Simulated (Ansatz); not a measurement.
Relaxation of a relaxed TiAl cell displaced along its unstable phonon at q = (½, ½, 0) of its primitive reciprocal cell (63i cm⁻¹), largest move 0.15 Å; 8 atoms in the cell, which starts as P4₁2₁2 (No. 92), tP8; a = b = 4.4678 Å, c = 6.3185 Å, α = β = γ = 90.00°. Level of theory: PBEsol (plane waves to 420 eV, PAW, scalar-relativistic; Ansatz, a first-principles code). Γ-centred k-mesh 9×9×9 on the run's cell (coarser than for final values), Fermi–Dirac smearing 0.05 eV. This is the first round of the run. 

The optimiser's lines from the output (shortened; P is positive under compression):

```
relax step   1: F+E_penalty+E_count = -11994.43031204 eV  Δ(F+E_penalty+E_count) = +0.000e0 eV  max|allowed force component| = 4.966e-2 eV/Å  Δτ_max = 0.0000 Å  P = +0.423 GPa  Ω = 126.126 Å³  (6 SCF iters, dr2 threshold 1.00e-7 eV, accepted)
relax step   2: F+E_penalty+E_count = -11994.52078964 eV  Δ(F+E_penalty+E_count) = -9.048e-2 eV  max|allowed force component| = 1.578e-1 eV/Å  Δτ_max = 0.0054 Å  P = -0.016 GPa  Ω = 126.549 Å³  (6 SCF iters, dr2 threshold 8.00e-7 eV, accepted)
relax step   3: F+E_penalty+E_count = -11994.74497194 eV  Δ(F+E_penalty+E_count) = -2.242e-1 eV  max|allowed force component| = 2.613e-1 eV/Å  Δτ_max = 0.0565 Å  P = +0.981 GPa  Ω = 126.043 Å³  (6 SCF iters, dr2 threshold 8.00e-7 eV, accepted)
relax step   4: F+E_penalty+E_count = -11995.02720829 eV  Δ(F+E_penalty+E_count) = -2.822e-1 eV  max|allowed force component| = 2.940e-1 eV/Å  Δτ_max = 0.0930 Å  P = +2.370 GPa  Ω = 126.110 Å³  (6 SCF iters, dr2 threshold 8.00e-7 eV, accepted)
relax step   5: F+E_penalty+E_count = -11994.52579246 eV  Δ(F+E_penalty+E_count) = +5.014e-1 eV  max|allowed force component| = 1.111e0 eV/Å  Δτ_max = 0.1949 Å  P = +0.606 GPa  Ω = 131.882 Å³  (6 SCF iters, dr2 threshold 8.00e-7 eV, rejected (line search))
relax step   6: F+E_penalty+E_count = -11995.08870687 eV  Δ(F+E_penalty+E_count) = -6.150e-2 eV  max|allowed force component| = 1.169e-1 eV/Å  Δτ_max = 0.0452 Å  P = -1.805 GPa  Ω = 131.041 Å³  (10 SCF iters, accepted)
relax step   7: F+E_penalty+E_count = -11995.11615948 eV  Δ(F+E_penalty+E_count) = -2.745e-2 eV  max|allowed force component| = 1.723e-2 eV/Å  Δτ_max = 0.0298 Å  P = +0.214 GPa  Ω = 129.105 Å³  (6 SCF iters, dr2 threshold 8.00e-7 eV, accepted)
relax step   8: F+E_penalty+E_count = -11995.11635621 eV  Δ(F+E_penalty+E_count) = -1.967e-4 eV  max|allowed force component| = 1.033e-2 eV/Å  Δτ_max = 0.0035 Å  P = -0.029 GPa  Ω = 129.343 Å³  (6 SCF iters, dr2 threshold 1.45e-7 eV, accepted)
relax step   9: F+E_penalty+E_count = -11995.11639594 eV  Δ(F+E_penalty+E_count) = -3.973e-5 eV  max|allowed force component| = 1.933e-4 eV/Å  Δτ_max = 0.0011 Å  P = +0.001 GPa  Ω = 129.314 Å³  (6 SCF iters, dr2 threshold 6.67e-9 eV, accepted)
relax step  10: F+E_penalty+E_count = -11995.12915506 eV  Δ(F+E_penalty+E_count) = -1.276e-2 eV  max|allowed force component| = 5.733e-4 eV/Å  Δτ_max = 0.0000 Å  P = +0.201 GPa  Ω = 129.314 Å³  stress off target by 3.00e-1 GPa  SCF on the basis re-selected at this cell (its energy is not comparable with the rows above)  (6 SCF iters)
relax step  11: F+E_penalty+E_count = -11995.12943265 eV  Δ(F+E_penalty+E_count) = -2.776e-4 eV  max|allowed force component| = 6.821e-4 eV/Å  Δτ_max = 0.0013 Å  P = +0.009 GPa  Ω = 129.587 Å³  (6 SCF iters, dr2 threshold 2.24e-7 eV, accepted)
relax step  12: F+E_penalty+E_count = -11995.12943180 eV  Δ(F+E_penalty+E_count) = +8.533e-7 eV  max|allowed force component| = 5.159e-5 eV/Å  Δτ_max = 0.0001 Å  P = +0.001 GPa  Ω = 129.595 Å³  (8 SCF iters, accepted)
relax step  13: F+E_penalty+E_count = -11995.12949508 eV  Δ(F+E_penalty+E_count) = -6.328e-5 eV  max|allowed force component| = 5.144e-5 eV/Å  Δτ_max = 0.0000 Å  P = +0.000 GPa  Ω = 129.595 Å³  stress off target by 4.16e-4 GPa  SCF on the basis re-selected at this cell (its energy is not comparable with the rows above)  (8 SCF iters)
```

From the first to the last row the energy changes by -0.09 eV/atom and the volume by +2.8 %. The last row is marked as not comparable with the walk above it, whose basis was carried along; it does compare with step 1, since both stand on a basis selected at the nominal cutoff for their own cell.

Step 5 was rejected by the optimiser.

Later rounds, restarted from the end of this one on a renewed k-mesh, logged 2 more steps and released under 0.01 eV/atom more. The final structure after all rounds: P4₁2₁2 (No. 92), tP8; a = b = 4.835 Å, c = 5.544 Å, α = β = γ = 90.00°. Between re-selections the logged energies stand on a plane-wave basis carried along with the cell. No spin polarisation in the result.

The run could not lose the symmetry of its start, so the end can be a saddle point.

The relaxed structure here is a generated cell of TiAl: the first start was made by placing the elements on the sites of a structure type, and the end was not matched to a known phase here, so it may be hypothetical. Known forms of TiAl include space group No. 123.
